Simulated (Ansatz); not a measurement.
**RbMnF₃: a fit and a missing row**

RbMnF₃, Pm-3m, a = 4.234 Å. The structure is a Materials Project entry; whether it is the stable form wasn't checked. Ansatz: r2SCAN, PAW, 500 eV, Γ-centred 6×6×6 mesh on 5 atoms, Gaussian smearing 0.02 eV; collinear spin, largest moment 4.3 μB. Symmetry fixes shape and atoms, so the cell is only scaled; pressure is positive in compression.

| V (Å³/atom) | P (GPa) |
| --- | --- |
| 14.268 | 5.18 |
| 14.723 | 2.38 |
| 15.178 | 0.03 |
| 15.634 | -1.96 |
| 16.089 | ? |

Q: Take V0 = 15.178 Å³/atom, count pressures from its P0 = 0.03 GPa, fit the third-order Birch–Murnaghan form to the other rows, and predict the missing pressure.

A: With the Eulerian strain f = ½[(V0/V)^(2/3) − 1] and y = (P − P0)/[3f(1 + 2f)^(5/2)], the form is the line y = B0 + 1.5 B0 (B0′ − 4) f. Rows (f, y): 0.02104, 73.6; 0.01025, 72.6; -0.00977, 71.3. Means f = 0.007173, y = 72.500; Σ(Δf)² = 0.0004888, ΣΔfΔy = 0.03589; the slope is their ratio. y = 71.97 + 73.43 f GPa, so B0 = 72.0 GPa and B0′ = 4 + 2 × (73.43)/(3 × 71.97) = 4.68. At V = 16.089, f = -0.01906, y = 70.57 and P = -3.63 GPa. The run gave -3.63 GPa, the same to the digits shown. The form still works here, 33 % of the fitted range beyond its end.

The state reached may not be the lowest one. The cell holds one magnetic atom, so it can only be ferromagnetic; an antiferromagnetic order may lie lower.

Symmetry holds off the tilts and polar distortions that many cubic perovskites undergo.

Cost: 5 runs of about 2.6 core-minutes in all, on Arm Neoverse V1 (shared hosts).